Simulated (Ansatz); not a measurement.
Cu Kα1 powder pattern (kinematic, no thermal factors).
```csv
2θ (°),relative intensity
19.20,1
19.73,2
21.25,2
23.59,100
27.28,14
27.35,7
38.96,21
39.01,42
46.05,33
46.15,16
48.26,6
56.28,7
56.44,3
61.86,7
61.94,13
63.64,3
63.68,3
63.80,2
70.60,14
70.71,7
75.57,7
75.64,4
75.78,4
83.66,2
83.80,4
88.46,5
88.53,5
88.67,5
```

The pattern is computed from a structure relaxed with DFT PBE, scalar-relativistic, plane waves, PAW (Ansatz). No spin polarisation. Its elements are Cd, Mg, Te.

Problem. Give the structure.

Solution. Mg$_{5}$CdTe$_{6}$.
Space group P-4m2 (No. 115). a = 4.620 Å, b = 4.620 Å, c = 19.547 Å, α = 90.00°, β = 90.00°, γ = 90.00°
| atom | site | symmetry | x | y | z |
| --- | --- | --- | --- | --- | --- |
| Mg | 2e | 2mm. | 0.0000 | 0.0000 | 0.8314 |
| Mg | 2f | 2mm. | 0.5000 | 0.5000 | 0.6657 |
| Mg | 1d | -4m2 | 0.0000 | 0.0000 | 0.5000 |
| Cd | 1b | -4m2 | 0.5000 | 0.5000 | 0.0000 |
| Te | 2g | 2mm. | 0.5000 | 0.0000 | 0.5828 |
| Te | 2g | 2mm. | 0.5000 | 0.0000 | 0.2514 |
| Te | 2g | 2mm. | 0.0000 | 0.5000 | 0.0863 |

A pattern alone doesn't exclude other cells with like lines; this is the one computed.

The structure comes from a generated guess; another structure or a mixture of phases may lie lower.
